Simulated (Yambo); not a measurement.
# Convergence of the G0W0 gap of AlClO

G0W0@PBEsol for AlClO (space group Pmmn, No. 59) in Yambo. Reference settings: 4×4×2 Γ-centred k mesh, 165 bands and a 8 Ry block in the screening, 165 bands in G with the Bruneval-Gonze terminator, plasmon pole fitted at 27.2 eV. The PBEsol gap (-0.5, 0, 0) → Γ on this mesh is 5.67 eV; G0W0 gaps are taken between the same points.

```json
[
 {"change from the reference": "reference settings", "G0W0 gap (-0.5, 0, 0) → Γ (eV)": "8.54", "shift of the valence edge (eV)": "-1.92", "rough Yambo cost": "1"},
 {"change from the reference": "60 bands in W, 60 bands in G", "G0W0 gap (-0.5, 0, 0) → Γ (eV)": "8.58", "shift of the valence edge (eV)": "-1.69", "rough Yambo cost": "about 1/3"},
 {"change from the reference": "105 bands in W, 105 bands in G", "G0W0 gap (-0.5, 0, 0) → Γ (eV)": "8.54", "shift of the valence edge (eV)": "-1.84", "rough Yambo cost": "about 1/2"},
 {"change from the reference": "60 bands in G", "G0W0 gap (-0.5, 0, 0) → Γ (eV)": "8.53", "shift of the valence edge (eV)": "-1.87", "rough Yambo cost": "–"},
 {"change from the reference": "3 Ry block", "G0W0 gap (-0.5, 0, 0) → Γ (eV)": "8.18", "shift of the valence edge (eV)": "-1.58", "rough Yambo cost": "about 1/2"},
 {"change from the reference": "no random integration", "G0W0 gap (-0.5, 0, 0) → Γ (eV)": "8.47", "shift of the valence edge (eV)": "-1.75", "rough Yambo cost": "–"}
]
```

The reference isn't shown to be the converged limit. Costs are rough (shared machines), scaled to the same edge states, and given only for runs that recompute the screening.

Geometry relaxed with PBE+D3(BJ); primitive cell a = 3.1473 Å, b = 3.6333 Å, c = 7.8451 Å, α = 90.00°, β = 90.00°, γ = 90.00°.

A shift is the quasiparticle energy of the state minus its PBEsol energy.
